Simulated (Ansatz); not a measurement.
PtSe2: levels along high-symmetry lines

```xyz
3
Lattice="3.7240 0.0000 0.0000 -1.8620 3.2251 0.0000 0.0000 0.0000 5.0620" Properties=species:S:1:pos:R:3 pbc="T T T"
Pt    0.0000    0.0000    0.0000
Se    0.0000    2.1501    1.2655
Se    1.8620    1.0750    3.7965
```

Atom numbers follow the list: Pt1, Se2, Se3.

The geometry is COD entry 9009117, unchecked; take it as a test cell. Its inner coordinates are ideal values, not refined ones.

No spin–orbit coupling, which matters for the heavy atoms here.

These are results of Ansatz 0.2.0, DFT, PBE, all-electron LAPW, scalar-relativistic, not measurements.

The runs use a Γ-centred 10×10×7 k mesh, Fermi–Dirac smearing of 0.05 eV, basis error target 1 meV/atom, no spin polarisation.

Points in fractions of the reciprocal vectors of this cell: Γ (0, 0, 0), M (0.5, 0, 0), K (0.333, 0.333, 0), A (0, 0, 0.5), L (0.5, 0, 0.5), H (0.333, 0.333, 0.5). The path joins them by straight lines in the order Γ–M–K–Γ–A–L–H–A–L; legs that retrace an earlier one aren't tabulated. Energies are in eV from the Fermi level.

Metal or insulator at this level of theory?

No gap opens: metallic or semimetallic.

Tabulate bands 43 to 48, counted from the lowest band of the run, along the path.


```json
{"k (1/Å)": "0.00", "point": "Γ", "band 43": "-1.08", "band 44": "-1.08", "band 45": "0.39", "band 46": "1.46", "band 47": "1.46", "band 48": "3.60"}
{"k (1/Å)": "0.14", "point": "", "band 43": "-1.30", "band 44": "-1.13", "band 45": "0.24", "band 46": "1.33", "band 47": "1.47", "band 48": "4.04"}
{"k (1/Å)": "0.28", "point": "", "band 43": "-1.69", "band 44": "-1.31", "band 45": "-0.27", "band 46": "1.29", "band 47": "1.53", "band 48": "4.78"}
{"k (1/Å)": "0.42", "point": "", "band 43": "-1.99", "band 44": "-1.63", "band 45": "-0.96", "band 46": "1.33", "band 47": "1.69", "band 48": "4.92"}
{"k (1/Å)": "0.56", "point": "", "band 43": "-2.30", "band 44": "-2.07", "band 45": "-1.62", "band 46": "1.22", "band 47": "1.92", "band 48": "4.70"}
{"k (1/Å)": "0.70", "point": "", "band 43": "-2.71", "band 44": "-2.56", "band 45": "-2.21", "band 46": "0.97", "band 47": "2.14", "band 48": "4.66"}
{"k (1/Å)": "0.83", "point": "", "band 43": "-3.12", "band 44": "-3.07", "band 45": "-2.74", "band 46": "0.75", "band 47": "2.29", "band 48": "4.74"}
{"k (1/Å)": "0.97", "point": "M", "band 43": "-3.52", "band 44": "-3.44", "band 45": "-2.99", "band 46": "0.67", "band 47": "2.35", "band 48": "4.79"}
{"k (1/Å)": "1.05", "point": "", "band 43": "-3.45", "band 44": "-3.43", "band 45": "-2.69", "band 46": "0.65", "band 47": "2.19", "band 48": "4.77"}
{"k (1/Å)": "1.13", "point": "", "band 43": "-3.49", "band 44": "-3.23", "band 45": "-2.27", "band 46": "0.57", "band 47": "1.80", "band 48": "4.68"}
{"k (1/Å)": "1.22", "point": "", "band 43": "-3.40", "band 44": "-2.99", "band 45": "-1.91", "band 46": "0.45", "band 47": "1.32", "band 48": "4.52"}
{"k (1/Å)": "1.30", "point": "", "band 43": "-3.16", "band 44": "-2.72", "band 45": "-1.67", "band 46": "0.30", "band 47": "0.83", "band 48": "4.33"}
{"k (1/Å)": "1.38", "point": "", "band 43": "-2.93", "band 44": "-2.43", "band 45": "-1.57", "band 46": "0.15", "band 47": "0.41", "band 48": "4.18"}
{"k (1/Å)": "1.46", "point": "", "band 43": "-2.76", "band 44": "-2.13", "band 45": "-1.64", "band 46": "0.06", "band 47": "0.12", "band 48": "4.09"}
{"k (1/Å)": "1.54", "point": "K", "band 43": "-2.70", "band 44": "-1.85", "band 45": "-1.85", "band 46": "0.02", "band 47": "0.02", "band 48": "4.06"}
{"k (1/Å)": "1.70", "point": "", "band 43": "-2.88", "band 44": "-2.45", "band 45": "-1.35", "band 46": "0.08", "band 47": "0.37", "band 48": "4.16"}
{"k (1/Å)": "1.86", "point": "", "band 43": "-3.05", "band 44": "-2.75", "band 45": "-0.91", "band 46": "0.22", "band 47": "1.01", "band 48": "4.44"}
{"k (1/Å)": "2.02", "point": "", "band 43": "-2.82", "band 44": "-2.46", "band 45": "-0.59", "band 46": "0.48", "band 47": "1.50", "band 48": "4.85"}
{"k (1/Å)": "2.18", "point": "", "band 43": "-2.24", "band 44": "-2.09", "band 45": "-0.39", "band 46": "0.85", "band 47": "1.61", "band 48": "5.35"}
{"k (1/Å)": "2.34", "point": "", "band 43": "-1.77", "band 44": "-1.56", "band 45": "-0.19", "band 46": "1.23", "band 47": "1.45", "band 48": "5.17"}
{"k (1/Å)": "2.50", "point": "", "band 43": "-1.36", "band 44": "-1.16", "band 45": "0.19", "band 46": "1.34", "band 47": "1.43", "band 48": "4.17"}
{"k (1/Å)": "2.66", "point": "Γ", "band 43": "-1.08", "band 44": "-1.08", "band 45": "0.39", "band 46": "1.46", "band 47": "1.46", "band 48": "3.60"}
{"k (1/Å)": "2.75", "point": "", "band 43": "-1.11", "band 44": "-1.11", "band 45": "0.26", "band 46": "1.50", "band 47": "1.50", "band 48": "3.64"}
{"k (1/Å)": "2.84", "point": "", "band 43": "-1.18", "band 44": "-1.18", "band 45": "-0.09", "band 46": "1.62", "band 47": "1.62", "band 48": "3.76"}
{"k (1/Å)": "2.93", "point": "", "band 43": "-1.27", "band 44": "-1.27", "band 45": "-0.55", "band 46": "1.78", "band 47": "1.78", "band 48": "3.96"}
{"k (1/Å)": "3.02", "point": "", "band 43": "-1.36", "band 44": "-1.36", "band 45": "-1.01", "band 46": "1.97", "band 47": "1.97", "band 48": "4.21"}
{"k (1/Å)": "3.10", "point": "", "band 43": "-1.44", "band 44": "-1.44", "band 45": "-1.40", "band 46": "2.14", "band 47": "2.14", "band 48": "4.48"}
{"k (1/Å)": "3.19", "point": "", "band 43": "-1.65", "band 44": "-1.50", "band 45": "-1.50", "band 46": "2.26", "band 47": "2.26", "band 48": "4.71"}
{"k (1/Å)": "3.28", "point": "A", "band 43": "-1.73", "band 44": "-1.52", "band 45": "-1.52", "band 46": "2.30", "band 47": "2.30", "band 48": "4.80"}
{"k (1/Å)": "3.42", "point": "", "band 43": "-2.39", "band 44": "-1.47", "band 45": "-0.91", "band 46": "1.83", "band 47": "2.12", "band 48": "5.12"}
{"k (1/Å)": "3.56", "point": "", "band 43": "-2.32", "band 44": "-1.39", "band 45": "-0.51", "band 46": "0.94", "band 47": "1.71", "band 48": "5.04"}
{"k (1/Å)": "3.70", "point": "", "band 43": "-1.78", "band 44": "-1.41", "band 45": "-0.93", "band 46": "0.55", "band 47": "1.31", "band 48": "4.59"}
{"k (1/Å)": "3.84", "point": "", "band 43": "-1.97", "band 44": "-1.64", "band 45": "-1.30", "band 46": "0.67", "band 47": "1.06", "band 48": "4.33"}
{"k (1/Å)": "3.98", "point": "", "band 43": "-2.88", "band 44": "-2.06", "band 45": "-1.19", "band 46": "0.98", "band 47": "1.00", "band 48": "4.30"}
{"k (1/Å)": "4.12", "point": "", "band 43": "-3.30", "band 44": "-2.55", "band 45": "-1.31", "band 46": "0.98", "band 47": "1.37", "band 48": "4.44"}
{"k (1/Å)": "4.26", "point": "L", "band 43": "-3.24", "band 44": "-2.87", "band 45": "-1.40", "band 46": "0.99", "band 47": "1.53", "band 48": "4.56"}
{"k (1/Å)": "4.34", "point": "", "band 43": "-3.42", "band 44": "-2.74", "band 45": "-1.49", "band 46": "1.04", "band 47": "1.59", "band 48": "4.61"}
{"k (1/Å)": "4.42", "point": "", "band 43": "-3.54", "band 44": "-2.59", "band 45": "-1.72", "band 46": "1.16", "band 47": "1.74", "band 48": "4.77"}
{"k (1/Å)": "4.50", "point": "", "band 43": "-3.57", "band 44": "-2.50", "band 45": "-2.03", "band 46": "1.33", "band 47": "1.91", "band 48": "5.04"}
{"k (1/Å)": "4.58", "point": "", "band 43": "-3.61", "band 44": "-2.46", "band 45": "-2.31", "band 46": "1.53", "band 47": "2.03", "band 48": "5.43"}
{"k (1/Å)": "4.66", "point": "", "band 43": "-3.65", "band 44": "-2.50", "band 45": "-2.45", "band 46": "1.72", "band 47": "2.08", "band 48": "5.90"}
{"k (1/Å)": "4.74", "point": "", "band 43": "-3.68", "band 44": "-2.56", "band 45": "-2.48", "band 46": "1.89", "band 47": "2.06", "band 48": "6.33"}
{"k (1/Å)": "4.82", "point": "H", "band 43": "-3.70", "band 44": "-2.53", "band 45": "-2.53", "band 46": "2.00", "band 47": "2.00", "band 48": "6.54"}
{"k (1/Å)": "4.98", "point": "", "band 43": "-3.62", "band 44": "-2.68", "band 45": "-2.32", "band 46": "1.82", "band 47": "1.94", "band 48": "6.13"}
{"k (1/Å)": "5.14", "point": "", "band 43": "-2.91", "band 44": "-2.68", "band 45": "-2.05", "band 46": "1.39", "band 47": "1.63", "band 48": "5.70"}
{"k (1/Å)": "5.30", "point": "", "band 43": "-2.06", "band 44": "-2.01", "band 45": "-1.83", "band 46": "0.58", "band 47": "1.46", "band 48": "5.42"}
{"k (1/Å)": "5.46", "point": "", "band 43": "-1.87", "band 44": "-1.29", "band 45": "-1.03", "band 46": "0.05", "band 47": "1.35", "band 48": "5.31"}
{"k (1/Å)": "5.62", "point": "", "band 43": "-2.22", "band 44": "-1.30", "band 45": "-0.49", "band 46": "0.66", "band 47": "1.53", "band 48": "5.44"}
{"k (1/Å)": "5.78", "point": "", "band 43": "-2.50", "band 44": "-1.46", "band 45": "-0.82", "band 46": "1.71", "band 47": "2.05", "band 48": "5.22"}
{"k (1/Å)": "5.94", "point": "A", "band 43": "-1.73", "band 44": "-1.52", "band 45": "-1.52", "band 46": "2.30", "band 47": "2.30", "band 48": "4.80"}
```
